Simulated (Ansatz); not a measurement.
P (Imma), two-dimensional strain map

All numbers below come from Ansatz, DFT PBEsol, scalar-relativistic, plane waves, PAW. Settings: plane waves to 420 eV, k-mesh 18×18×18 (Γ-centred), Gaussian smearing 0.15 eV. No spin polarisation. Energies are free energies at this smearing, counted from the undisturbed cell; pressure is positive in compression.

The undisturbed cell (as given, not relaxed at this level; it stands at -0.8 GPa; this form isn't the usual structure):

```xyz
2
Lattice="-1.6915 2.5152 1.8589 1.6915 -2.5152 1.8589 1.6915 2.5152 -1.8589" Properties=species:S:1:pos:R:3 pbc="T T T"
P     0.0000    3.7727    0.1982
P     1.6915   -1.2576    1.6607
```

The cell is strained by p along both x and y and by q along z, fractional coordinates fixed. Points are written (p, q).

Energy above the undisturbed cell in meV/atom (a dash: not computed):

```
 p \ q  -0.080  -0.040  0.000  0.040  0.080
-0.080   331.7   237.1  176.1  142.2  132.5
-0.040   135.1    68.9   38.1   33.6   50.9
 0.000    60.2    12.2    0.0   15.4   51.4
 0.040    76.8    45.3   46.0   72.6  119.6
 0.080   163.4   145.9  156.9  191.3  244.4
```

Pressure in GPa:

```csv
p \ q,-0.080,-0.040,0.000,0.040,0.080
-0.080,38.4,29.8,22.5,16.3,10.9
-0.040,20.4,14.2,9.0,4.5,0.6
0.000,8.1,3.2,-0.8,-4.0,-6.6
0.040,-1.0,-4.8,-7.8,-10.0,-11.7
0.080,-7.3,-10.2,-12.4,-14.0,-15.2
```